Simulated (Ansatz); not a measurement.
Input:

Mg3CdO4:
```yaml
crystal:
  lattice:
    - [4.39134, 0.00000, 0.00000]
    - [0.00000, 4.39134, 0.00000]
    - [0.00000, 0.00000, 4.39134]
  atoms:
    - { symbol: Mg, position: [0.00000, 0.50000, 0.50000] }
    - { symbol: Mg, position: [0.50000, 0.00000, 0.50000] }
    - { symbol: Mg, position: [0.50000, 0.50000, 0.00000] }
    - { symbol: Cd, position: [0.00000, 0.00000, 0.00000] }
    - { symbol: O, position: [0.50000, 0.00000, 0.00000] }
    - { symbol: O, position: [0.00000, 0.50000, 0.00000] }
    - { symbol: O, position: [0.00000, 0.00000, 0.50000] }
    - { symbol: O, position: [0.50000, 0.50000, 0.50000] }
```

This is the PBEsol-relaxed structure.

Question: All from plane-wave PAW PBEsol (Ansatz code), unless another level is named. Estimate the band gap.

Answer: 1.09 eV (indirect).

Question: What about the electron effective mass?

Answer: 0.25 mₑ (isotropic).

Question: And the weight of the valence-edge state by species (Voronoi cells)?

Answer: O 72 %, Cd 27 %.

Question: Next, the weight of the conduction-edge state by species (Voronoi cells)?

Answer: O 48 %, Mg 29 %, Cd 23 %.

Space group Pm-3m. The first step of the workflow began from a Materials Project structure, measured or hypothetical; the Crystallography Open Database copy checked does not list it. With Mg and Cd taken as one species the cell has the higher symmetry Fm-3m, so it may be an ordered model of a mixed-site phase. Its standing as an ambient phase is unchecked. The cell was relaxed with PBEsol under the symmetry of its start; of distortions, only those at the zone centre were tested. Spin–orbit coupling is left out wherever it is not named.

Potentials: the later of the program's two PAW sets.
